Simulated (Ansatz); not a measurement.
Calculation for Ta (bcc type): DFT, r2SCAN, PAW with Ansatz's default frozen-core files, scalar-relativistic (Ansatz 0.2.0). This run: volume at 0.88 of the series' base cell, partial waves polarizable.

The cell comes from a relaxation on PAW files under the same functional.

Command: `ansatz run input.yaml --threads 1 --pin off --max-ram 2048MiB --backend cpu --events-out ev --progress --plain --runs-dir out` It took 4.4 s on 1 thread of Arm Neoverse V2 (shared host), peak memory 0.38 GiB.

```yaml
crystal:
  lattice:
    - [-1.584537341, 1.584537341, 1.584537341]
    - [1.584537341, -1.584537341, 1.584537341]
    - [1.584537341, 1.584537341, -1.584537341]
  atoms:
    - { symbol: Ta, position: [0.0, 0.0, 0.0] }
kpoints:
  mp_grid: { grid: [16, 16, 16] }
scf:
  occupations: { method: fermi_dirac, width: 0.1 }
hamiltonian:
  xc: r2scan
  pseudopotentials: { kind: paw, partial_waves: polarizable }
output:
  forces: true
  stress: true
  eigenvalues: true
  write_density: true
  write_potential: true
  elf: true
  volumetric_format: npy
```

Output:

```
Engine: ansatz 0.2.0
Pseudopotentials: kind: paw
Pseudopotential: Ta, paw, valence charge 13, recommended cutoff 500 eV (meta_gga), Ta.paw.azcp
Functional definition: r2SCAN
  parameter k0 = 0.174
  parameter k1 = 0.065
  parameter a1 = 4.9479
  exchange = r2scan_x(k0 = k0, k1 = k1, a1 = a1)
  correlation = r2scan_c
Crystal: 1 atoms, lattice volume = 15.914 Å³
Basis set: ecut = 500 eV, 381 PW (Γ), exchange–correlation on 96×96×96 points (64 copies of the dense FFT grid, shifted against one another)
Bands: 11, of which v1, the nominal top of the filled ones, is band 7 counted from 1 (6 counted from 0)
Symmetry: 48 space group operations
Space group: Im-3m (ITA 229), of the structure as read, at distance tolerance 2.5e-5 Å
k-points: 145 of 4096
Non-local potential: Ta, projectors of the file, l = 0: 3, l = 1: 2, l = 2: 2, l = 3: 1
PAW form: soft (Blöchl's): semilocal exchange-correlation on the pseudo side does not see the compensation charge
PAW frozen core: Ta, regenerated for the run's functional (the file was generated under x = pbe(κ = 0.804, μ = 0.2195149727645171), c = pbe(β = 0.06672455060314922))
PAW one-centre angular grid: Ta, 590 points (default); XC on 160 Gauss nodes
Initial density: superposition of atomic densities (neutral atoms: chi_scale 0, normalization atom), corrected by the library's trained network
Initial wavefunctions: pseudopotential atomic-orbital guess
Functional: x = r2scan, c = r2scan; τ floored in thin density (d = 2e-4 eV/Å³)
Partial waves of Ta: polarizable
SCF iter   1: F=—  HF=-9944.112691 eV  |F-HF|=—  |Δ(HF+E_count)|=         —  Δρ=7.35e-3  dr2=3.49e-3  dr2_τ=2.42e-2  ethr=1.77e-3  ⟨swp⟩=5.7  Hψ=9556  notcnv=0
preconditioner: auto → none  [metal: Δε(μ)=0.075 eV  Ē_g=9.868 eV  σ=0.100 eV  W_gap=0.18  n_scr=0 (ndim 8)  ℏωp=20.8 eV  f_vac=0.000  D(μ)=1.18/eV (n_scr^D=12)]
SCF iter   2: F=—  HF=-9944.139747 eV  |F-HF|=—  |Δ(HF+E_count)|=   2.71e-2  Δρ=3.59e-3  dr2=4.80e-4  dr2_τ=2.26e-4  ethr=2.68e-5  ⟨swp⟩=2.5  Hψ=4211  notcnv=0  defer=12
SCF iter   3: F=—  HF=-9944.140425 eV  |F-HF|=—  |Δ(HF+E_count)|=   6.78e-4  Δρ=1.10e-3  dr2=4.64e-5  dr2_τ=2.55e-5  ethr=3.69e-6  ⟨swp⟩=2.2  Hψ=2127  notcnv=0  defer=12
SCF iter   4: F=—  HF=-9944.140487 eV  |F-HF|=—  |Δ(HF+E_count)|=   6.24e-5  Δρ=6.96e-5  dr2=5.73e-7  dr2_τ=5.29e-8  ethr=3.57e-7  ⟨swp⟩=3.0  Hψ=2550  notcnv=0  defer=12
iter 5 did not close the SCF: its close was put off for the readings that it lacked (scf_convergence_deferred on its scf_iter line)
SCF iter   5: F=-9944.140487 eV  HF=-9944.140487 eV  |F-HF|=3.85e-8  |Δ(HF+E_count)|=   1.38e-7  Δρ=3.07e-5  dr2=9.36e-8  dr2_τ=6.10e-9  ethr=4.41e-9  ⟨swp⟩=2.0  Hψ=2292  notcnv=0  defer=12
SCF iter   6: F=-9944.140487 eV  HF=-9944.140487 eV  |F-HF|=1.53e-9  |Δ(HF+E_count)|=   4.90e-8  Δρ=5.02e-6  dr2=1.91e-9  dr2_τ=3.84e-10  ethr=7.20e-10  ⟨swp⟩=6.4  Hψ=9022  notcnv=0
SCF 1 converged in 6 iterations: F = -9944.140487 eV  dr2 = 1.91e-9
  greatest PAW one-centre occupation: 0.998 electrons in one spin orbital (limit 2), on the Ta atom at site 0 (counted from 0), in its partial waves of l = 0
SCF converged after 6 iterations
Free energy (F): -9944.140487 eV
Harris-Foulkes:  -9944.140487 eV  (|F-HF|=1.53e-9)
Internal energy: -9944.101865 eV  (E = F + TS)
E sigma→0 (E₀):  -9944.121176 eV
Entropy (-TS):   -0.038623 eV (-38.623 meV/atom)
Fermi energy:    21.261123 eV
--- Per-component energies (eV) ---
  E_band       = -79.359098
  E_kinetic    = 372.269441
  E_local      = -476.430462  (includes V_loc(G=0)·N_el)
  E_nonlocal   = 16.733402
  E_hartree    = 171.528703
  E_xc         = -206.176521
  E_vxc        = -224.703822  (∫ρ·V_xc dr)
  E_paw        = -8423.982170  (= ΣΔE_a)
  E_vpaw       = -121.718179  (= ΣTr[D̂ρ^β])
  E_aug_tail   = 0.000091  (compensation charges beyond the density's cutoff)
  E_vtau       = 11.433212  (kinetic-family band-sum trace: ∫τ·v_τ [+ j·A + Jᵃ·Aᵃ] dr)
  E_ewald      = -1397.288068
  E_core_change = -0.756280  (= ΣΔE_core)
  E_smearing   = -0.038623  (= −TS)
  E_closure    = 0.000000  (closes the sum)
  Σ components = -9944.140487   (vs F -9944.140487, Δ=0.00e0)
--- Forces (eV/Å), atoms counted from 1 ---
  atom   1  Ta     0.00000000     0.00000000     0.00000000
  max |Σ_I F_I| component: 2.93e-32 eV/Å
--- Stress (GPa, compression-positive) ---
       32.142825       0.000000      -0.000000
       -0.000000      32.142825       0.000000
       -0.000000      -0.000000      32.142825
  P = ⅓ Tr σ = 32.1428 GPa (321.428 kbar)
--- Band table (eV; the first three rows and the last of 145) ---
  k-point 0: bands = ["-47.3439", "-12.3971", "-12.3971", "-12.3971", "12.5248", "22.0697", "22.0697", "22.0697", "26.0093", "26.0093", "37.0296"]
  k-point 1: bands = ["-47.3358", "-12.4749", "-12.4200", "-12.3978", "12.7370", "21.9255", "22.0258", "22.2780", "25.7621", "26.0046", "37.2293"]
  k-point 2: bands = ["-47.3126", "-12.6921", "-12.4845", "-12.3998", "13.3389", "21.5395", "21.8347", "22.8939", "25.3157", "26.0094", "37.7250"]
  k-point 144: bands = ["-46.9721", "-13.6382", "-13.6382", "-13.6382", "16.4597", "16.4597", "29.4329", "29.4329", "29.4329", "31.4943", "31.4943"]
```

Next run (volume at 0.8 of the series' base cell), as changes to the input before:

```diff
   lattice:
-    - [-1.584537341, 1.584537341, 1.584537341]
-    - [1.584537341, -1.584537341, 1.584537341]
-    - [1.584537341, 1.584537341, -1.584537341]
+    - [-1.5349877589, 1.5349877589, 1.5349877589]
+    - [1.5349877589, -1.5349877589, 1.5349877589]
+    - [1.5349877589, 1.5349877589, -1.5349877589]
   atoms:
   mp_grid: { grid: [16, 16, 16] }
+  band_path:
+    path:
+      - [0.0, 0.0, 0.0]
+      - [0.5, -0.5, 0.5]
+      - [0.0, 0.0, 0.5]
+      - [0.0, 0.0, 0.0]
+      - [0.25, 0.25, 0.25]
+      - [0.5, -0.5, 0.5]
+      - [0.25, 0.25, 0.25]
+      - [0.0, 0.0, 0.5]
+    npoints: 8
 scf:
   xc: r2scan
-  pseudopotentials: { kind: paw, partial_waves: polarizable }
+  pseudopotentials: { kind: paw }
 output:
   eigenvalues: true
+  populations: true
+  dos: { projected: true, de: 0.2, e_range: [-14, 8] }
   write_density: true
```

Command: `ansatz run input.yaml --threads 1 --pin off --max-ram 2048MiB --backend cpu --events-out ev --progress --plain --runs-dir out` It took 3.6 s on 1 thread of Arm Neoverse V2, on a shared host, peak memory 0.32 GiB.

Results part of the output:

```
SCF 1 converged in 6 iterations: F = -9943.706351 eV  dr2 = 6.65e-10
  greatest PAW one-centre occupation: 0.998 electrons in one spin orbital (limit 2), on the Ta atom at site 0 (counted from 0), in its partial waves of l = 0
NSCF: frozen V_eff on 57 k-points
SCF converged after 6 iterations
Free energy (F): -9943.706351 eV
Harris-Foulkes:  -9943.706351 eV  (|F-HF|=5.22e-10)
Internal energy: -9943.674829 eV  (E = F + TS)
E sigma→0 (E₀):  -9943.690590 eV
Entropy (-TS):   -0.031521 eV (-31.521 meV/atom)
Fermi energy:    23.640655 eV
--- Per-component energies (eV) ---
  E_band       = -48.570691
  E_kinetic    = 376.826362
  E_local      = -420.765951  (includes V_loc(G=0)·N_el)
  E_nonlocal   = 18.351105
  E_hartree    = 157.532987
  E_xc         = -207.593266
  E_vxc        = -226.835569  (∫ρ·V_xc dr)
  E_paw        = -8424.877185  (= ΣΔE_a)
  E_vpaw       = -122.829156  (= ΣTr[D̂ρ^β])
  E_aug_tail   = 0.000087  (compensation charges beyond the density's cutoff)
  E_vtau       = 11.616671  (kinetic-family band-sum trace: ∫τ·v_τ [+ j·A + Jᵃ·Aᵃ] dr)
  E_ewald      = -1442.392688
  E_core_change = -0.756280  (= ΣΔE_core)
  E_smearing   = -0.031521  (= −TS)
  E_closure    = -0.000000  (closes the sum)
  Σ components = -9943.706351   (vs F -9943.706351, Δ=0.00e0)
--- Forces (eV/Å), atoms counted from 1 ---
  atom   1  Ta    -0.00000000    -0.00000000    -0.00000000
  max |Σ_I F_I| component: 2.72e-32 eV/Å
--- Stress (GPa, compression-positive) ---
       66.322650       0.000000       0.000000
        0.000000      66.322650      -0.000000
       -0.000000      -0.000000      66.322650
  P = ⅓ Tr σ = 66.3227 GPa (663.227 kbar)
--- Band table (eV; the first three rows and the last of 145) ---
  k-point 0: bands = ["-44.8415", "-9.6502", "-9.6502", "-9.6502", "14.5994", "24.3575", "24.3575", "24.3575", "28.6694", "28.6694", "39.7554"]
  k-point 1: bands = ["-44.8295", "-9.7564", "-9.6806", "-9.6513", "14.8407", "24.1929", "24.3092", "24.5938", "28.3786", "28.6617", "39.9863"]
  k-point 2: bands = ["-44.7953", "-10.0514", "-9.7662", "-9.6547", "15.5172", "23.7546", "24.0978", "25.2916", "27.8719", "28.6618", "40.5742"]
  k-point 144: bands = ["-44.2940", "-11.2808", "-11.2808", "-11.2808", "18.0514", "18.0514", "32.6648", "32.6648", "32.6648", "34.9695", "34.9695"]
--- Löwdin populations: 1 site ---
  site symbol       q [e]
     0     Ta     12.9454
  spilling = 0.004198 (of n_electrons = 13.000000)
```

Next run (volume at 0.8 of the series' base cell, core large), as changes to the input before:

```diff
   mp_grid: { grid: [16, 16, 16] }
-  band_path:
-    path:
-      - [0.0, 0.0, 0.0]
-      - [0.5, -0.5, 0.5]
-      - [0.0, 0.0, 0.5]
-      - [0.0, 0.0, 0.0]
-      - [0.25, 0.25, 0.25]
-      - [0.5, -0.5, 0.5]
-      - [0.25, 0.25, 0.25]
-      - [0.0, 0.0, 0.5]
-    npoints: 8
 scf:
   xc: r2scan
-  pseudopotentials: { kind: paw }
+  pseudopotentials: { kind: paw, core: large }
 output:
   eigenvalues: true
-  populations: true
-  dos: { projected: true, de: 0.2, e_range: [-14, 8] }
   write_density: true
```

Results part of the output:

```
Warning: of Ta the run reads no dataset of the core that `hamiltonian.pseudopotentials.core` asks for: this build lists none beside the file that it uses, or the input names that file
SCF 1 converged in 6 iterations: F = -9943.706351 eV  dr2 = 6.65e-10
  greatest PAW one-centre occupation: 0.998 electrons in one spin orbital (limit 2), on the Ta atom at site 0 (counted from 0), in its partial waves of l = 0
SCF converged after 6 iterations
Free energy (F): -9943.706351 eV
Harris-Foulkes:  -9943.706351 eV  (|F-HF|=5.22e-10)
Internal energy: -9943.674829 eV  (E = F + TS)
E sigma→0 (E₀):  -9943.690590 eV
Entropy (-TS):   -0.031521 eV (-31.521 meV/atom)
Fermi energy:    23.640655 eV
--- Per-component energies (eV) ---
  E_band       = -48.570691
  E_kinetic    = 376.826362
  E_local      = -420.765951  (includes V_loc(G=0)·N_el)
  E_nonlocal   = 18.351105
  E_hartree    = 157.532987
  E_xc         = -207.593266
  E_vxc        = -226.835569  (∫ρ·V_xc dr)
  E_paw        = -8424.877185  (= ΣΔE_a)
  E_vpaw       = -122.829156  (= ΣTr[D̂ρ^β])
  E_aug_tail   = 0.000087  (compensation charges beyond the density's cutoff)
  E_vtau       = 11.616671  (kinetic-family band-sum trace: ∫τ·v_τ [+ j·A + Jᵃ·Aᵃ] dr)
  E_ewald      = -1442.392688
  E_core_change = -0.756280  (= ΣΔE_core)
  E_smearing   = -0.031521  (= −TS)
  E_closure    = -0.000000  (closes the sum)
  Σ components = -9943.706351   (vs F -9943.706351, Δ=0.00e0)
--- Forces (eV/Å), atoms counted from 1 ---
  atom   1  Ta    -0.00000000    -0.00000000    -0.00000000
  max |Σ_I F_I| component: 2.72e-32 eV/Å
--- Stress (GPa, compression-positive) ---
       66.322650       0.000000       0.000000
        0.000000      66.322650      -0.000000
       -0.000000      -0.000000      66.322650
  P = ⅓ Tr σ = 66.3227 GPa (663.227 kbar)
--- Band table (eV; the first three rows and the last of 145) ---
  k-point 0: bands = ["-44.8415", "-9.6502", "-9.6502", "-9.6502", "14.5994", "24.3575", "24.3575", "24.3575", "28.6694", "28.6694", "39.7554"]
  k-point 1: bands = ["-44.8295", "-9.7564", "-9.6806", "-9.6513", "14.8407", "24.1929", "24.3092", "24.5938", "28.3786", "28.6617", "39.9863"]
  k-point 2: bands = ["-44.7953", "-10.0514", "-9.7662", "-9.6547", "15.5172", "23.7546", "24.0978", "25.2916", "27.8719", "28.6618", "40.5742"]
  k-point 144: bands = ["-44.2940", "-11.2808", "-11.2808", "-11.2808", "18.0514", "18.0514", "32.6648", "32.6648", "32.6648", "34.9695", "34.9695"]
```

Next run (volume at 0.72 of the series' base cell), as changes to the input before:

```diff
   lattice:
-    - [-1.5349877589, 1.5349877589, 1.5349877589]
-    - [1.5349877589, -1.5349877589, 1.5349877589]
-    - [1.5349877589, 1.5349877589, -1.5349877589]
+    - [-1.4820143867, 1.4820143867, 1.4820143867]
+    - [1.4820143867, -1.4820143867, 1.4820143867]
+    - [1.4820143867, 1.4820143867, -1.4820143867]
   atoms:
   xc: r2scan
-  pseudopotentials: { kind: paw, core: large }
+  pseudopotentials: { kind: paw }
 output:
   eigenvalues: true
+  populations: true
   write_density: true
```

Results part of the output:

```
SCF 1 converged in 6 iterations: F = -9942.885640 eV  dr2 = 1.04e-10
  greatest PAW one-centre occupation: 0.998 electrons in one spin orbital (limit 2), on the Ta atom at site 0 (counted from 0), in its partial waves of l = 0
SCF converged after 6 iterations
Free energy (F): -9942.885640 eV
Harris-Foulkes:  -9942.885640 eV  (|F-HF|=2.00e-11)
Internal energy: -9942.857462 eV  (E = F + TS)
E sigma→0 (E₀):  -9942.871551 eV
Entropy (-TS):   -0.028179 eV (-28.179 meV/atom)
Fermi energy:    26.484301 eV
--- Per-component energies (eV) ---
  E_band       = -12.217997
  E_kinetic    = 382.485745
  E_local      = -358.080622  (includes V_loc(G=0)·N_el)
  E_nonlocal   = 20.360486
  E_hartree    = 142.368354
  E_xc         = -209.259941
  E_vxc        = -229.319688  (∫ρ·V_xc dr)
  E_paw        = -8426.025468  (= ΣΔE_a)
  E_vpaw       = -124.223273  (= ΣTr[D̂ρ^β])
  E_aug_tail   = 0.000080  (compensation charges beyond the density's cutoff)
  E_vtau       = 11.822431  (kinetic-family band-sum trace: ∫τ·v_τ [+ j·A + Jᵃ·Aᵃ] dr)
  E_ewald      = -1493.949816
  E_core_change = -0.756280  (= ΣΔE_core)
  E_smearing   = -0.028179  (= −TS)
  E_closure    = 0.000000  (closes the sum)
  Σ components = -9942.885640   (vs F -9942.885640, Δ=0.00e0)
--- Forces (eV/Å), atoms counted from 1 ---
  atom   1  Ta    -0.00000000     0.00000000     0.00000000
  max |Σ_I F_I| component: 2.67e-32 eV/Å
--- Stress (GPa, compression-positive) ---
      119.482697      -0.000000      -0.000000
       -0.000000     119.482697       0.000000
        0.000000       0.000000     119.482697
  P = ⅓ Tr σ = 119.4827 GPa (1194.827 kbar)
--- Band table (eV; the first three rows and the last of 145) ---
  k-point 0: bands = ["-41.9590", "-6.3824", "-6.3824", "-6.3824", "17.2233", "27.0767", "27.0767", "27.0767", "31.8212", "31.8212", "43.0027"]
  k-point 1: bands = ["-41.9410", "-6.5303", "-6.4237", "-6.3844", "17.5034", "26.8872", "27.0244", "27.3485", "31.4761", "31.8093", "43.2714"]
  k-point 2: bands = ["-41.8896", "-6.9383", "-6.5394", "-6.3902", "18.2750", "26.3853", "26.7951", "28.1500", "30.8986", "31.8031", "43.9702"]
  k-point 144: bands = ["-41.1341", "-8.5551", "-8.5551", "-8.5551", "19.9343", "19.9343", "36.5395", "36.5395", "36.5395", "39.2114", "39.2114"]
--- Löwdin populations: 1 site ---
  site symbol       q [e]
     0     Ta     12.9572
  spilling = 0.003291 (of n_electrons = 13.000000)
```

Next run (volume at 0.64 of the series' base cell), as changes to the input before:

```diff
   lattice:
-    - [-1.4820143867, 1.4820143867, 1.4820143867]
-    - [1.4820143867, -1.4820143867, 1.4820143867]
-    - [1.4820143867, 1.4820143867, -1.4820143867]
+    - [-1.4249564083, 1.4249564083, 1.4249564083]
+    - [1.4249564083, -1.4249564083, 1.4249564083]
+    - [1.4249564083, 1.4249564083, -1.4249564083]
   atoms:
   populations: true
-  write_density: true
-  write_potential: true
-  elf: true
-  volumetric_format: npy
```

Command: `ansatz run input.yaml --threads 1 --pin off --max-ram 2048MiB --backend cpu --events-out ev --progress --plain --runs-dir out` It took 2.8 s on 1 thread of Arm Neoverse V2, with other jobs on the host, peak memory 0.3 GiB.

Results part of the output:

```
SCF 1 converged in 6 iterations: F = -9941.463236 eV  dr2 = 3.68e-10
  greatest PAW one-centre occupation: 0.998 electrons in one spin orbital (limit 2), on the Ta atom at site 0 (counted from 0), in its partial waves of l = 0
SCF converged after 6 iterations
Free energy (F): -9941.463236 eV
Harris-Foulkes:  -9941.463236 eV  (|F-HF|=2.82e-10)
Internal energy: -9941.434146 eV  (E = F + TS)
E sigma→0 (E₀):  -9941.448691 eV
Entropy (-TS):   -0.029090 eV (-29.090 meV/atom)
Fermi energy:    30.099170 eV
--- Per-component energies (eV) ---
  E_band       = 31.680696
  E_kinetic    = 389.652765
  E_local      = -286.851334  (includes V_loc(G=0)·N_el)
  E_nonlocal   = 23.040690
  E_hartree    = 126.039929
  E_xc         = -211.216808
  E_vxc        = -232.234359  (∫ρ·V_xc dr)
  E_paw        = -8427.572781  (= ΣΔE_a)
  E_vpaw       = -126.077377  (= ΣTr[D̂ρ^β])
  E_aug_tail   = 0.000096  (compensation charges beyond the density's cutoff)
  E_vtau       = 12.070202  (kinetic-family band-sum trace: ∫τ·v_τ [+ j·A + Jᵃ·Aᵃ] dr)
  E_ewald      = -1553.770422
  E_core_change = -0.756280  (= ΣΔE_core)
  E_smearing   = -0.029090  (= −TS)
  E_closure    = 0.000000  (closes the sum)
  Σ components = -9941.463236   (vs F -9941.463236, Δ=0.00e0)
--- Forces (eV/Å), atoms counted from 1 ---
  atom   1  Ta    -0.00000000    -0.00000000     0.00000000
  max |Σ_I F_I| component: 2.36e-32 eV/Å
--- Stress (GPa, compression-positive) ---
      201.354989       0.000000      -0.000000
        0.000000     201.354989      -0.000000
        0.000000       0.000000     201.354989
  P = ⅓ Tr σ = 201.3550 GPa (2013.550 kbar)
--- Band table (eV; the first three rows and the last of 145) ---
  k-point 0: bands = ["-38.5869", "-2.3910", "-2.3910", "-2.3910", "20.6427", "30.3781", "30.3781", "30.3781", "35.6401", "35.6401", "46.9519"]
  k-point 1: bands = ["-38.5593", "-2.6014", "-2.4485", "-2.3944", "20.9757", "30.1575", "30.3237", "30.6968", "35.2260", "35.6225", "47.2674"]
  k-point 2: bands = ["-38.4801", "-3.1765", "-2.6090", "-2.4042", "21.8689", "29.5766", "30.0854", "31.6343", "34.5649", "35.6078", "48.1025"]
  k-point 144: bands = ["-37.3079", "-5.3362", "-5.3362", "-5.3362", "22.2133", "22.2133", "41.2969", "41.2969", "41.2969", "44.4954", "44.4954"]
--- Löwdin populations: 1 site ---
  site symbol       q [e]
     0     Ta     12.9652
  spilling = 0.002675 (of n_electrons = 13.000000)
```

Next run (volume at 0.55 of the series' base cell), as changes to the input before:

```diff
   lattice:
-    - [-1.4249564083, 1.4249564083, 1.4249564083]
-    - [1.4249564083, -1.4249564083, 1.4249564083]
-    - [1.4249564083, 1.4249564083, -1.4249564083]
+    - [-1.3547603698, 1.3547603698, 1.3547603698]
+    - [1.3547603698, -1.3547603698, 1.3547603698]
+    - [1.3547603698, 1.3547603698, -1.3547603698]
   atoms:
```

Command: `ansatz run input.yaml --threads 1 --pin off --max-ram 2048MiB --backend cpu --events-out ev --progress --plain --runs-dir out` It took 2.8 s on 1 thread of Arm Neoverse V2, with other jobs on the host, peak memory 0.3 GiB.

Results part of the output:

```
SCF 1 converged in 6 iterations: F = -9938.699941 eV  dr2 = 1.94e-10
  greatest PAW one-centre occupation: 0.998 electrons in one spin orbital (limit 2), on the Ta atom at site 0 (counted from 0), in its partial waves of l = 0
SCF converged after 6 iterations
Free energy (F): -9938.699941 eV
Harris-Foulkes:  -9938.699941 eV  (|F-HF|=2.71e-10)
Internal energy: -9938.684254 eV  (E = F + TS)
E sigma→0 (E₀):  -9938.692098 eV
Entropy (-TS):   -0.015686 eV (-15.686 meV/atom)
Fermi energy:    35.692327 eV
--- Per-component energies (eV) ---
  E_band       = 93.480395
  E_kinetic    = 400.539866
  E_local      = -193.126136  (includes V_loc(G=0)·N_el)
  E_nonlocal   = 26.997143
  E_hartree    = 105.944039
  E_xc         = -213.949071
  E_vxc        = -236.220633  (∫ρ·V_xc dr)
  E_paw        = -8430.055865  (= ΣΔE_a)
  E_vpaw       = -128.981738  (= ΣTr[D̂ρ^β])
  E_aug_tail   = 0.000089  (compensation charges beyond the density's cutoff)
  E_vtau       = 12.383927  (kinetic-family band-sum trace: ∫τ·v_τ [+ j·A + Jᵃ·Aᵃ] dr)
  E_ewald      = -1634.278039
  E_core_change = -0.756280  (= ΣΔE_core)
  E_smearing   = -0.015686  (= −TS)
  E_closure    = 0.000000  (closes the sum)
  Σ components = -9938.699941   (vs F -9938.699941, Δ=0.00e0)
--- Forces (eV/Å), atoms counted from 1 ---
  atom   1  Ta    -0.00000000    -0.00000000     0.00000000
  max |Σ_I F_I| component: 1.23e-32 eV/Å
--- Stress (GPa, compression-positive) ---
      360.465012      -0.000000      -0.000000
       -0.000000     360.465012       0.000000
        0.000000       0.000000     360.465012
  P = ⅓ Tr σ = 360.4650 GPa (3604.650 kbar)
--- Band table (eV; the first three rows and the last of 145) ---
  k-point 0: bands = ["-34.0666", "3.3247", "3.3247", "3.3247", "25.9512", "35.0798", "35.0798", "35.0798", "41.0483", "41.0483", "52.5749"]
  k-point 1: bands = ["-34.0209", "3.0034", "3.2376", "3.3183", "26.3682", "34.8135", "35.0286", "35.4727", "40.5326", "41.0223", "52.9580"]
  k-point 2: bands = ["-33.8893", "2.1384", "2.9969", "3.3001", "27.4292", "34.1174", "34.8127", "36.6228", "39.7595", "40.9957", "53.9880"]
  k-point 144: bands = ["-31.8927", "-0.9165", "-0.9165", "-0.9165", "25.4322", "25.4322", "48.1429", "48.1429", "48.1429", "52.2086", "52.2086"]
--- Löwdin populations: 1 site ---
  site symbol       q [e]
     0     Ta     12.9684
  spilling = 0.002433 (of n_electrons = 13.000000)
```

Spin–orbit coupling is left out, which matters for the heavy atoms. The PAW files were made under PBE.
